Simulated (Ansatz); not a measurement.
A generator proposed this cell of CdS2O2.

```cif
data_structure
_symmetry_space_group_name_H-M 'P 1'
_symmetry_Int_Tables_number 1
_cell_length_a 4.2010
_cell_length_b 4.2010
_cell_length_c 6.9112
_cell_angle_alpha 90.000
_cell_angle_beta 90.000
_cell_angle_gamma 120.000
_cell_volume 105.63
loop_
_atom_site_label
_atom_site_type_symbol
_atom_site_fract_x
_atom_site_fract_y
_atom_site_fract_z
_atom_site_occupancy
Cd1 Cd 0.00000 0.00000 0.00000 1
S1 S 0.66667 0.33333 0.74710 1
S2 S 0.33333 0.66667 0.25290 1
O1 O 0.33333 0.66667 0.63080 1
O2 O 0.66667 0.33333 0.36920 1
```

The calculation used DFT PBE, scalar-relativistic, plane waves, PAW in Ansatz 0.2.0. Cutoff 420 eV; k points 6×6×4 on the computed 5-atom cell (Γ-centred); Gaussian smearing, width 0.10 eV; collinear spin from starting moments 0.0 0.0 0.0 1.0 1.0 μB.

Energies over the elements count from the elements' standard structures at the same level (O₂ as a molecule), with no fitted energy shifts.

Question: What does a single point on this coarse mesh give?

Answer: The pressure is -11.6 GPa (the mean over three directions, positive in compression), the largest force is 0.55 eV/Å, and the energy is +1.08 eV/atom against the elements. The shortest distance is 2.56 Å.

Question: Is it a good guess?

Answer: A rough one: relaxing gains about 0.55 eV/atom (the start's value is from the coarse mesh, so the gain is rough) in 33 ionic steps and ends at +0.53 eV/atom on the finer mesh. The symmetry stays P-3m1 (No. 164). The volume per atom shrinks by 13.2 %, from 21.1 to 18.3 Å³. The shortest distance goes from 2.56 Å (S–O) to 2.07 Å (S–O). The ratio c/a of the conventional cell changes by a factor of 1.49. Conventional cell: a = 3.506 Å, c = 8.614 Å. Around Cd lie 6 S at 2.88 Å and 6 O at 3.19 Å; S is surrounded by 3 O at 2.07 Å and 3 Cd at 2.88 Å; O has 3 S at 2.07 Å and 3 Cd at 3.19 Å.

The last run used a 12×12×6 mesh (in the run's order of axes) for its 5-atom cell and Gaussian smearing of 0.10 eV. No dispersion correction is applied, so the spacing and binding between layers, chains or molecules are poorly described. The cell is a metal run without spin; a magnetic state may lie lower. The reference form of S is held partly by dispersion forces, which this level lacks. The relaxation can't lower the symmetry of the start, and the grade says only how near the guess is to its own end. Symmetry constrained the relaxation, so the result can be a saddle point. Another cell of CdS2O2 relaxed alike, in I4/mmm, lies 158 meV/atom lower, so this cell isn't the stable form at this level.
